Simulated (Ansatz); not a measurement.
YGe:
```
YGe
1.0
    2.14219    -5.36573     0.00000
    2.14219     5.36573     0.00000
    0.00000     0.00000     3.95484
Y Ge
2 2
Cartesian
  2.14219   3.87936   2.96613
  2.14219  -3.87936   0.98871
  2.14219   0.90913   2.96613
  2.14219  -0.90913   0.98871
```

Relaxed with r²SCAN.

Problem. Map the electron localisation function on the plane through (0.139, 0.861, 0.750) spanned by u = [0, 0, 1] and v = [1, -1, 0] in lattice vectors, from DFT-r²SCAN in the program Ansatz with PAW potentials.

Solution. x is the fraction of u, y of v (the angle between them is 90°; rows are the nearest grid lines); atoms in the plane: Y at (0.00, 0.00), Y at (0.50, 0.72), Ge at (0.00, 0.28), Ge at (0.50, 0.45).
```
|-+%@@+. ..:.. .+@@%+-|
|@@@@*: .:---:. :*@@@@|
|@@%*:. .-===-. .:*%@@|
|     ....:::....     |
|---:.  .:---:.  .:---|
|--:. :*@@@@@@@*: .:--|
|-:. .=%@@%#%@@%=. .:-|
|:.  .+@@@#*#@@@+.  .:|
|--:. .-*%@@@%*-. .:--|
|+++=-::.......::-=+++|
|++++++++++=++++++++++|
|==+*###*+++++*###*+==|
|::=+*+=-.   .-=+*+=::|
|:-=++==:     :==++=-:|
|===+*+=-:. .:-=+*+===|
|---=+**+=---=+**+=---|
|   :==++=-:-=++==:   |
|  .-=+*+=:::=+*+=-.  |
|::-=+***=---=***+=-::|
|**####**+++++**####**|
|....:--=+++++=--:....|
|@@%*-. .:---:. .-*%@@|
|@@@@#-  .:::.  -#@@@@|
|-+%@@+. ..:.. .+@@%+-|
```
Scale: ten equal steps from 0.009 (start of ' ') to 0.859 (end of '@'), in the order ' .:-=+*#%@'; x runs from 0.000 to 1.00, y from 0.000 (bottom) to 1.00 (top).

The density is the valence pseudo-density with augmentation charge, so density and ELF within about 1 Å of a nucleus are not all-electron values.

Space group Cmcm. The workflow started from a Materials Project entry (that database holds measured and hypothetical structures alike); the Crystallography Open Database copy checked does not list it. Its standing as an ambient phase is unchecked. The cell was relaxed with r²SCAN under the symmetry of its start; whether a distortion lowers the energy is not shown. The run is not spin-polarised.

Potentials: the later of the program's two PAW sets.
